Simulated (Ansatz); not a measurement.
System: As$_{2}$O (cadmium iodide prototype, strained and with displaced atoms), 3 atoms in the cell.

The calculation used PBE, all-electron LAPW, point nucleus (Ansatz).

k-mesh 3×3×1 Γ-centred; Fermi–Dirac smearing of 0.15 eV; no spin polarisation.

```xyz
3
Lattice="3.0457 -0.0145 -0.0186 -1.5354 2.5721 0.0170 -0.0304 0.0144 4.5886" Properties=species:S:1:pos:R:3 pbc="T T T"
O     1.7110    1.9335    0.4287
As    1.6351    3.6863    1.5259
As    3.1707    2.7484    3.4564
```

Problem. Would the cell expand or shrink if it were free to relax?

Solution. The pressure is 47.39 GPa, so at these settings the cell is compressed and would expand.

Problem. Which atom feels the largest force? Give all forces.

Solution. As2, 0.939 eV/Å.

```
atom  Fx (eV/Å)  Fy (eV/Å)  Fz (eV/Å)
  O1      0.731     -0.435      0.035
 As2     -0.702      0.330     -0.529
 As3     -0.028      0.105      0.493
```

The k-mesh is coarse, so these values belong to this mesh and can lie far from the converged ones. The elements were drawn onto a prototype; most such cells aren't known phases.
